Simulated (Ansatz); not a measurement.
Values for one crystal, relaxed and computed with r²SCAN in the plane-wave PAW code Ansatz; other levels are named.

| Property | Value |
|---|---|
| Volume per atom | 7.81 Å³ |
| Electronic character | metallic (no gap) |
| Hill bulk and shear moduli | 125 and 116 GPa |
| Debye temperature from the elastic constants | 1280 K |
| Mechanical stability | stable (all eigenvalues of C positive) |
| Density of states at the Fermi level | 0.11 states/eV per atom (mean over ±0.08 eV) |
| Pressure derivative B′ | 3.4 |

Problem. Which of these materials gives this?
(A) Rh, fcc (Cu type)
(B) Be, bcc (W type)
(C) Nb, fcc (Cu type)
(D) Zn, hcp (Mg type)

Solution. B, Be, bcc (W type)

Space group Im-3m (bcc (W type)). The first step of the workflow began from a Materials Project structure, measured or hypothetical; the Crystallography Open Database copy checked does not list it. It is not the phase usual at ambient conditions (space group No. 194). The r²SCAN relaxation kept the symmetry of its start; whether a distortion lowers the energy is not shown. As this level gives no gap, shear constants depend on the k-mesh and smearing (Fermi–Dirac, 0.1 eV here).

Potentials: the earlier of the program's two PAW sets.
